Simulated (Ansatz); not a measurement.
GeMo:
```yaml
crystal:
  lattice:
    - [3.08995, 0.00000, 0.00000]
    - [0.00000, 3.08995, 0.00000]
    - [0.00000, 0.00000, 3.08995]
  atoms:
    - { symbol: Mo, position: [0.00000, 0.00000, 0.00000] }
    - { symbol: Ge, position: [0.50000, 0.50000, 0.50000] }
```

Relaxed with PBEsol. Special points in fractions of this cell's reciprocal vectors: Γ (0.000, 0.000, 0.000); X (0.000, 0.500, 0.000); M (0.500, 0.500, 0.000); R (0.500, 0.500, 0.500).

Q: List the band energies nearest the Fermi level at these points for DFT-PBEsol in the program Ansatz with PAW potentials.

A: In eV from the Fermi level; about four levels below and three above (degenerate sets whole), none deeper than 8.9 eV; points with the same levels are listed once.

```tsv
k	below	above
Γ	-3.18 -3.18	1.23 1.23 1.23
X	-6.98 -2.44 -1.82 -1.82	1.43 3.05 7.24
M	-3.35 -3.35 -2.65 -0.34 -0.34	2.82 3.54 5.46
R	-5.72 -5.72 -5.72 -5.01	2.95 2.95 4.36 4.36 4.36
```

Space group Pm-3m (CsCl type). The cell is a constructed one: a structure type filled with these elements; neither database checked (COD, Materials Project) lists it. Whether it is the stable phase at ambient conditions was not checked. The cell was relaxed with PBEsol under the symmetry of its start; whether a distortion lowers the energy is not shown. No spin polarisation was allowed. Spin–orbit coupling is left out wherever it is not named.

Potentials: the earlier of the program's two PAW sets. The files were generated under PBE; for other functionals the program regenerates the frozen cores, and for LDA and PBEsol the local potential too.
